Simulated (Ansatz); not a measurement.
MnO in space group Pmmn (No. 59; Mn on 2b, O on 2a) at seven volumes, the program Ansatz at the PBEsol level (PAW), shape and atoms relaxed at each. One row is withheld.

| V (Å³/atom) | P (GPa) |
|---|---|
| 9.423 | 16.19 |
| 9.733 | 10.17 |
| 10.044 | 4.78 |
| 10.355 | 0.01 |
| 10.665 | -4.19 |
| 10.976 | -7.75 |
| 11.287 | ? |

Fit the shown pressures and predict the withheld one.

P = (3/2)B₀(x^(7/2) − x^(5/2))[1 + (3/4)(B′ − 4)(x − 1)] with x = (V₀/V)^(2/3). Least squares on the six rows gives V₀ = 10.357 Å³/atom, B₀ = 148 GPa, B′ = 3.23. At V = 11.287, x = 0.9443 and P = -11.06 GPa. The run itself gave -10.43 GPa.

The workflow started from a Materials Project entry (that database holds measured and hypothetical structures alike); the Crystallography Open Database copy checked does not list it. It is not the phase usual at ambient conditions (space group No. 225). Symmetry was held in the PBEsol relaxation, as lowered by the spin order; of distortions, only those at the zone centre were tested, and some modes there are weakly imaginary. Spin order of the final state: antiferromagnetic, chosen from 5 collinear starts compared on coarse meshes (ties went to the first, and starts can fall back to one state), not a proven ground state. No Hubbard U is applied.

Potentials: the later of the program's two PAW sets.
